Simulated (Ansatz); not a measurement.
YNbN$_{3}$:
```cif
data_N3NbY
_chemical_formula_sum 'Y1 Nb1 N3'
_space_group_name_H-M_alt 'P 1'
_space_group_IT_number 1
_cell_length_a 4.01089
_cell_length_b 4.01089
_cell_length_c 4.01089
_cell_angle_alpha 90.000
_cell_angle_beta 90.000
_cell_angle_gamma 90.000
loop_
_space_group_symop_operation_xyz
  'x, y, z'
loop_
_atom_site_label
_atom_site_type_symbol
_atom_site_fract_x
_atom_site_fract_y
_atom_site_fract_z
_atom_site_occupancy
Y1 Y 0.00000 0.00000 0.00000 1
Nb1 Nb 0.50000 0.50000 0.50000 1
N1 N 0.50000 0.50000 0.00000 1
N2 N 0.50000 0.00000 0.50000 1
N3 N 0.00000 0.50000 0.50000 1
```

This is the PBEsol-relaxed structure.

Q: All from PBEsol in the plane-wave PAW code Ansatz, unless another level is named. Give the highest zone-centre frequency.

A: 693 cm⁻¹.

Q: Predict the bulk modulus (Birch–Murnaghan fit).

A: 207 GPa.

Space group Pm-3m (cubic perovskite). The start of the workflow was typed in or built on a structure type; neither database checked (COD, Materials Project) lists it. Its standing as an ambient phase is unchecked. The PBEsol relaxation kept the symmetry of its start. At this level the phase is dynamically unstable (imaginary phonons). The workflow began spin-polarised and lost its moments. As this level gives no gap, phonon frequencies hold no LO–TO term and depend on the k-mesh and smearing (Fermi–Dirac, 0.1 eV here).

Potentials: the earlier of the program's two PAW sets. The files were generated under PBE; for other functionals the program regenerates the frozen cores, and for LDA and PBEsol the local potential too.
